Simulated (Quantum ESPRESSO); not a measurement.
```cif
data_Au4O16P4
_chemical_formula_sum 'O16 P4 Au4'
_space_group_name_H-M_alt 'C2/c'
_space_group_IT_number 15
_space_group_name_Hall '-C 2yc'
_cell_length_a 7.75802
_cell_length_b 5.65944
_cell_length_c 7.75964
_cell_angle_alpha 90.000
_cell_angle_beta 97.341
_cell_angle_gamma 90.000
loop_
_atom_site_label
_atom_site_type_symbol
_atom_site_symmetry_multiplicity
_atom_site_Wyckoff_symbol
_atom_site_fract_x
_atom_site_fract_y
_atom_site_fract_z
_atom_site_occupancy
O1 O 8 f 0.02079 0.22797 0.08920 1
O2 O 8 f 0.33210 0.42823 0.21525 1
P1 P 4 e 0.00000 0.07505 0.25000 1
Au1 Au 4 c 0.25000 0.25000 0.00000 1
```
(The calculation used a cell of 12 atoms; values per cell refer to that cell.)

The geometry is that of Materials Project entry mp-1095283, symmetrised and not relaxed again.

Question: What does PBEsol (pw.x of Quantum ESPRESSO, ONCV potentials, scalar-relativistic) give for the electronic structure near the Fermi level?

Answer: The PBEsol gap is direct, 1.80 eV at Y. Another valence extremum on the path lies within 0.02 eV, too close to call. Spin-orbit coupling is left out, which matters for elements this heavy: edges can move by tenths of an eV.

The structure is a Materials Project entry; no match was found in the copy of COD used, and its stability was not checked.
